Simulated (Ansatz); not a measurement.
One stationary structure of La₂O₃. Space group P-3m1 (No. 164). These are PBE (plane waves to 420 eV, PAW, scalar-relativistic; Ansatz, a first-principles code) values and carry that method's errors.

Space group P-3m1 (No. 164); a = 3.941 Å, b = 3.941 Å, c = 6.188 Å, α = 90.00°, β = 90.00°, γ = 120.00°

| atom | site | symmetry | x | y | z |
|---|---|---|---|---|---|
| O | 1a | -3m. | 0.0000 | 0.0000 | 0.0000 |
| O | 2d | 3m. | 0.6667 | 0.3333 | 0.3547 |
| La | 2d | 3m. | 0.3333 | 0.6667 | 0.2474 |

Problem. Predict the band gap from PBE.

Solution. 3.83 eV, indirect (valence top at L, conduction bottom at M) (no spin-orbit coupling).

Problem. Predict the smallest direct gap from PBE.

Solution. 3.97 eV at K.

No spin polarisation in the result.

The run could not lose the symmetry of its start; a randomly shaken copy of 10 atoms returns to this structure.

The first start was generated by placing the elements on the sites of a structure type. Materials Project lists a structure of La2O3 in the same space group, P-3m1 (No. 164); the sites were not compared with it, nor with measured phases.
